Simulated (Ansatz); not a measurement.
CuI:
```xyz
2
Lattice="0.0000 2.9693 2.9693 2.9693 0.0000 2.9693 2.9693 2.9693 0.0000" Properties=species:S:1:pos:R:3 pbc="T T T"
Cu     4.4540     4.4540     4.4540
I      0.0000     0.0000     0.0000
```

Tensor components refer to the Cartesian frame of this cell.

Question: Give the high-frequency dielectric tensor and the Born effective charge tensors of the independent atoms from DFPT, DFT-PBEsol in the program Ansatz with PAW potentials.

Answer: 
ε∞:
```
6.70  0.00  0.00
0.00  6.70  0.00
0.00  0.00  6.70
```
Z* of atom 1 (Cu), rows: field, columns: displacement, in e:
```
1.00  0.00  0.00
0.00  1.00  0.00
0.00  0.00  1.00
```
Z* of atom 2 (I), rows: field, columns: displacement, in e:
```
-1.00   0.00   0.00
 0.00  -1.00   0.00
 0.00   0.00  -1.00
```

Space group F-43m (zinc blende). The cell was relaxed with PBEsol under the symmetry of its start. The run is not spin-polarised. Scalar-relativistic: spin–orbit coupling is off unless named, which matters more the heavier the elements.

Potentials: the earlier of the program's two PAW sets. The files were generated under PBE; for other functionals the program regenerates the frozen cores, and for LDA and PBEsol the local potential too.
